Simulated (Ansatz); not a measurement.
Relaxed-ion elastic tensor of AlPd (rock salt, space group No. 225) in GPa (Voigt order), plane-wave PAW r²SCAN (Ansatz code); density 6.72 g/cm³, 16.48 Å³ per atom.

```csv
,1,2,3,4,5,6
1,220,67.6,67.6,0.0,0.0,0.0
2,67.6,220,67.6,0.0,0.0,0.0
3,67.6,67.6,220,0.0,0.0,0.0
4,0.0,0.0,0.0,-16.4,0.0,0.0
5,0.0,0.0,0.0,0.0,-16.4,0.0
6,0.0,0.0,0.0,0.0,0.0,-16.4
```

Task: Is the crystal mechanically stable?

Result: No: the smallest eigenvalue of C is -16.4 GPa.

Space group Fm-3m (rock salt). The start of the workflow was typed in or built on a structure type; neither database checked (COD, Materials Project) lists it. Its standing as an ambient phase is unchecked. The cell was relaxed with r²SCAN under the symmetry of its start. At this level the phase is mechanically unstable. No spin polarisation was allowed. As this level gives no gap, shear constants depend on the k-mesh and smearing (Fermi–Dirac, 0.1 eV here).

Potentials: the earlier of the program's two PAW sets.
